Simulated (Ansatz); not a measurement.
ScIn3 (Cu3Au type, Pm-3m), PBE in the plane-wave PAW code Ansatz, all energies at zero smearing, with the estimated change up to a 700 eV cutoff added, with one set of potentials and settings (totals compare only within such a set). Cell of 4 atoms (1 Sc, 3 In): -18930.588 eV.

```json
[
 {"element": "Sc", "reference phase": "P6_3/mmc, 2 atoms in the cell", "E (eV/atom)": "-2135.8097"},
 {"element": "In", "reference phase": "I4/mmm, 1 atoms in the cell", "E (eV/atom)": "-5597.8481"}
]
```

Formation energy per atom, worked out: (-18930.588 − 1×(-2135.8097) − 3×(-5597.8481))/4 = -0.308 eV/atom (-30 kJ per mol of atoms), at 0 K, without zero-point energy or fitted corrections.

The first step of the workflow began from a Materials Project structure, measured or hypothetical; the Crystallography Open Database files this formula in space group No. 221, but the cells were not matched. Its standing as an ambient phase is unchecked. Symmetry was held in the PBE relaxation; its stability against distortions is not shown here. No spin polarisation was allowed. The references are the lowest solids computed at this level, not always the standard phases.

Potentials: the later of the program's two PAW sets.
